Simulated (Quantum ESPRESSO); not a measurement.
Field gradients of Be4TeSe3 from a PBE PAW density (pw.x of a modified build of Quantum ESPRESSO, JTH datasets) with the all-electron reconstruction of Petrilli and co-workers. The input of pw.x:

```
&CONTROL
  calculation = 'scf'
  prefix = 'x'
  pseudo_dir = './pseudo'
  outdir = './out'
  tprnfor = .true.
/
&SYSTEM
  ibrav = 0
  nat = 8
  ntyp = 3
  ecutwfc = 40
  ecutrho = 160
  occupations = 'fixed'
  nbnd = 24
/
&ELECTRONS
  conv_thr = 1e-11
/
ATOMIC_SPECIES
Be 9.012 Be.GGA_PBE-JTH.UPF
Te 127.600 Te.GGA_PBE-JTH.UPF
Se 78.971 Se.GGA_PBE-JTH.UPF
CELL_PARAMETERS angstrom
    5.312527058000     0.000000000000     0.000000000000
    0.000000000000     5.312527058000     0.000000000000
    0.000000000000     0.000000000000     5.312527058000
ATOMIC_POSITIONS crystal
Be    -0.010118269200    -0.010118269200     0.010118269200
Te     0.250000000000     0.250000000000     0.750000000000
Be    -0.010118269200     0.510118269200     0.489881730800
Se     0.250000000000     0.750000000000     0.250000000000
Be     0.510118269200    -0.010118269200     0.489881730800
Se     0.750000000000     0.250000000000     0.250000000000
Be     0.510118269200     0.510118269200     0.010118269200
Se     0.750000000000     0.750000000000     0.750000000000
K_POINTS automatic
5 5 5 0 0 0
```
The cell was made here from a computed Materials Project entry: one of 4 Se replaced by Te, cell and atoms relaxed (PBE without dispersion, pw.x of Quantum ESPRESSO, symmetry kept). The parent is BeSe in F-43m; whether this form has been observed was not checked. The swapped cell is a model, not a known phase. Stability against distortions was not tested.

Vzz is the sum of three terms, each taken along its main axis: the smooth valence density, the ions (nucleus and frozen core) with the augmentation charges of all other spheres, and the all-electron minus smooth density in the atom's own sphere. The split hangs on the datasets.  Cores are frozen. Se had no test against all-electron runs.

```
site                smooth valence density  ions and other spheres  own sphere  Vzz (a.u.)
------------------  ----------------------  ----------------------  ----------  ----------
Se (atoms 4, 6, 8)                  -0.010                   0.017           …           …
```

Complete the blanks.


- Se (atoms 4, 6, 8), own sphere: 0.399
- Se (atoms 4, 6, 8), Vzz (a.u.): 0.407
